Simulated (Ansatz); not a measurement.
This AlGa3Sb2 structure is the end of a relaxation. The cell was found from a structure generator's guess, not taken from experiment.

Level of theory: DFT PBE, scalar-relativistic, plane waves, PAW (Ansatz). Cutoff 420 eV, Γ-centred mesh, Gaussian smearing, no spin polarisation.

```xyz
6
Lattice="5.2631 0.0000 0.0000 -2.6315 4.5580 0.0000 0.0000 0.0000 5.6669" Properties=species:S:1:pos:R:3 pbc="T T T"
Al    0.0000    0.0000    0.0000
Ga    0.0000    3.0387    0.0000
Ga    2.6315    1.5193    0.0000
Ga    0.0000    0.0000    2.8335
Sb    0.0000    3.0387    2.8335
Sb    2.6315    1.5193    2.8335
```

The zero of energy is the elements' standard structures at the same level; no fitted shifts are applied.

(1) What space group does it have?

(2) What is its formation energy per atom?

(3) Is it a metal?

## Answers

(1) P6/mmm (No. 191). Conventional cell: a = 5.263 Å, c = 5.667 Å. Around Al lie 2 Ga at 2.83 Å and 6 Ga at 3.04 Å; Ga on a site of symmetry -6m2 has 2 Sb at 2.83 Å, 3 Al at 3.04 Å and 3 Ga at 3.04 Å; around Ga on a site of symmetry 6/mmm lie 2 Al at 2.83 Å and 6 Sb at 3.04 Å; around Sb lie 2 Ga at 2.83 Å, 3 Ga at 3.04 Å and 3 Sb at 3.04 Å.

(2) +0.16 eV/atom. It can't be a ground state, since the elements alone are lower.

(3) Yes, bands cross the Fermi level on the 12×12×8 mesh.

The last run used a 12×12×8 mesh (in the run's order of axes) for its 6-atom cell and Gaussian smearing of 0.10 eV. Spin–orbit coupling, which can matter for Sb, is left out. A structure relaxed within its symmetry needn't be a true minimum.
